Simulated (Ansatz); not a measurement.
# Sb: 15 steps of 2.0 fs from 500 K

All numbers below come from DFT, LDA, all-electron LAPW, scalar-relativistic (Ansatz 0.2.0).

Command: `ansatz run input.yaml --threads 2 --pin off --max-ram 4096MiB --backend cpu --events-out ev --progress --plain --runs-dir out` The run took 2.5 min on 2 threads of Intel(R) Xeon(R) 6975P-C (Granite Rapids) (shared host).

```yaml
crystal:
  lattice:
    - [6.32, 0.0, 0.0]
    - [0.0, 6.32, 0.0]
    - [0.0, 0.0, 3.16]
  atoms:
    - { symbol: Sb, position: [0.0, 0.0, 0.0] }
    - { symbol: Sb, position: [0.0, 0.5, 0.0] }
    - { symbol: Sb, position: [0.5, 0.0, 0.0] }
    - { symbol: Sb, position: [0.5, 0.5, 0.0] }
kpoints:
  mp_grid: { grid: [3, 3, 6] }
scf:
  occupations: { method: fermi_dirac, width: 0.08 }
hamiltonian:
  xc: lda
  pseudopotentials: { kind: all_electron, lapw: { basis_error: 0.001 } }
output:
  forces: true
  stress: true
md:
  timestep: 2.0
  n_steps: 15
  ensemble: nve
  temperature: 500
  initial_velocities: maxwell_boltzmann
  seed: 226230
```

No spin–orbit coupling, which matters for the heavy atoms here.

The geometry is COD entry 9013008, unchecked; take it as a test cell.

Each frame lists Cartesian positions (Å) and forces (eV/Å). Free energies count from the first step, -704878.5510 eV.

Step 0 (t = 0.0 fs): E = 0.0 meV, T = 500 K, conserved energy 0.0 meV

```
Sb    0.0000    0.0000    0.0000     0.000   0.000   0.000
Sb    0.0000    3.1600    0.0000     0.000   0.000   0.000
Sb    3.1600    0.0000    0.0000     0.000   0.000   0.000
Sb    3.1600    3.1600    0.0000     0.000   0.000   0.000
```

Step 1 (t = 2.0 fs): E = +0.1 meV, T = 500 K, conserved energy 0.0 meV

```
Sb   -0.0009   -0.0051    0.0029     0.003   0.008  -0.004
Sb   -0.0038    3.1609    0.0019     0.008  -0.003  -0.001
Sb    3.1657    0.0006   -0.0046    -0.008   0.004   0.005
Sb    3.1590    3.1637   -0.0003    -0.004  -0.008  -0.001
```

Step 2 (t = 4.0 fs): E = +0.4 meV, T = 499 K, conserved energy 0.0 meV

```
Sb   -0.0018   -0.0102    0.0059     0.007   0.015  -0.008
Sb   -0.0076    3.1617    0.0038     0.017  -0.007  -0.001
Sb    3.1715    0.0011   -0.0091    -0.016   0.008   0.011
Sb    3.1579    3.1673   -0.0005    -0.008  -0.016  -0.002
```

Step 3 (t = 6.0 fs): E = +0.8 meV, T = 498 K, conserved energy 0.0 meV

```
Sb   -0.0027   -0.0152    0.0088     0.010   0.023  -0.012
Sb   -0.0114    3.1626    0.0057     0.025  -0.010  -0.002
Sb    3.1772    0.0017   -0.0137    -0.024   0.011   0.016
Sb    3.1569    3.1710   -0.0008    -0.011  -0.024  -0.003
```

Step 4 (t = 8.0 fs): E = +1.5 meV, T = 496 K, conserved energy 0.0 meV

```
Sb   -0.0036   -0.0203    0.0118     0.013   0.030  -0.016
Sb   -0.0152    3.1634    0.0075     0.034  -0.014  -0.003
Sb    3.1829    0.0022   -0.0182    -0.032   0.015   0.022
Sb    3.1558    3.1747   -0.0010    -0.015  -0.031  -0.003
```

Step 5 (t = 10.0 fs): E = +2.3 meV, T = 494 K, conserved energy 0.0 meV

```
Sb   -0.0044   -0.0254    0.0147     0.017   0.038  -0.019
Sb   -0.0190    3.1643    0.0094     0.042  -0.018  -0.004
Sb    3.1887    0.0028   -0.0228    -0.040   0.019   0.027
Sb    3.1548    3.1783   -0.0013    -0.019  -0.039  -0.004
```

Step 6 (t = 12.0 fs): E = +3.3 meV, T = 492 K, conserved energy 0.0 meV

```
Sb   -0.0053   -0.0304    0.0176     0.020   0.045  -0.023
Sb   -0.0228    3.1651    0.0113     0.050  -0.021  -0.004
Sb    3.1944    0.0034   -0.0273    -0.048   0.023   0.033
Sb    3.1537    3.1820   -0.0016    -0.023  -0.047  -0.005
```

Step 7 (t = 14.0 fs): E = +4.4 meV, T = 489 K, conserved energy 0.0 meV

```
Sb   -0.0062   -0.0355    0.0205     0.024   0.053  -0.027
Sb   -0.0265    3.1659    0.0132     0.058  -0.025  -0.005
Sb    3.2001    0.0039   -0.0319    -0.056   0.027   0.038
Sb    3.1526    3.1856   -0.0018    -0.026  -0.055  -0.006
```

Step 8 (t = 16.0 fs): E = +5.8 meV, T = 485 K, conserved energy 0.0 meV

```
Sb   -0.0070   -0.0405    0.0234     0.028   0.061  -0.031
Sb   -0.0303    3.1668    0.0151     0.067  -0.029  -0.006
Sb    3.2057    0.0045   -0.0364    -0.065   0.030   0.043
Sb    3.1516    3.1892   -0.0021    -0.030  -0.062  -0.007
```

Step 9 (t = 18.0 fs):

```
Sb   -0.0079   -0.0455    0.0263
Sb   -0.0340    3.1676    0.0170
Sb    3.2114    0.0051   -0.0409
Sb    3.1505    3.1928   -0.0024
```

Step 10 (t = 20.0 fs): E = +9.0 meV, T = 477 K, conserved energy 0.0 meV

```
Sb   -0.0087   -0.0505    0.0292     0.036   0.076  -0.038
Sb   -0.0377    3.1684    0.0188     0.083  -0.037  -0.007
Sb    3.2170    0.0057   -0.0454    -0.081   0.038   0.054
Sb    3.1494    3.1963   -0.0027    -0.037  -0.077  -0.008
```

Step 11 (t = 22.0 fs): E = +10.8 meV, T = 472 K, conserved energy 0.0 meV

```
Sb   -0.0096   -0.0554    0.0321     0.040   0.084  -0.042
Sb   -0.0413    3.1692    0.0207     0.091  -0.041  -0.008
Sb    3.2226    0.0064   -0.0498    -0.090   0.041   0.059
Sb    3.1483    3.1999   -0.0029    -0.041  -0.085  -0.009
```

Step 12 (t = 24.0 fs): E = +12.9 meV, T = 467 K, conserved energy 0.0 meV

```
Sb   -0.0104   -0.0603    0.0349     0.044   0.092  -0.046
Sb   -0.0450    3.1699    0.0226     0.098  -0.045  -0.008
Sb    3.2282    0.0070   -0.0543    -0.098   0.045   0.064
Sb    3.1472    3.2034   -0.0032    -0.044  -0.092  -0.010
```

Step 13 (t = 26.0 fs): E = +15.0 meV, T = 461 K, conserved energy 0.0 meV

```
Sb   -0.0112   -0.0652    0.0378     0.049   0.100  -0.049
Sb   -0.0486    3.1707    0.0244     0.106  -0.049  -0.009
Sb    3.2337    0.0076   -0.0587    -0.107   0.048   0.069
Sb    3.1460    3.2069   -0.0035    -0.048  -0.099  -0.011
```

Step 14 (t = 28.0 fs): E = +17.4 meV, T = 455 K, conserved energy 0.0 meV

```
Sb   -0.0120   -0.0701    0.0406     0.053   0.108  -0.053
Sb   -0.0521    3.1715    0.0263     0.113  -0.053  -0.010
Sb    3.2393    0.0083   -0.0631    -0.116   0.052   0.074
Sb    3.1449    3.2103   -0.0038    -0.051  -0.106  -0.012
```

Step 15 (t = 30.0 fs): E = +19.8 meV, T = 449 K, conserved energy 0.0 meV

```
Sb   -0.0128   -0.0749    0.0434     0.058   0.115  -0.057
Sb   -0.0557    3.1722    0.0282     0.121  -0.058  -0.011
Sb    3.2447    0.0090   -0.0675    -0.124   0.055   0.079
Sb    3.1437    3.2138   -0.0041    -0.054  -0.113  -0.012
```

Question: Give the energy and forces of step 9.

Answer: E = +7.3 meV, T = 481 K, conserved energy 0.0 meV
```
Sb   -0.0079   -0.0455    0.0263     0.032   0.068  -0.035
Sb   -0.0340    3.1676    0.0170     0.075  -0.033  -0.006
Sb    3.2114    0.0051   -0.0409    -0.073   0.034   0.049
Sb    3.1505    3.1928   -0.0024    -0.034  -0.070  -0.008
```

Question: What is the mean temperature over the last 8 frames?

Answer: 468 K; so short a run of so small a cell isn't equilibrated.
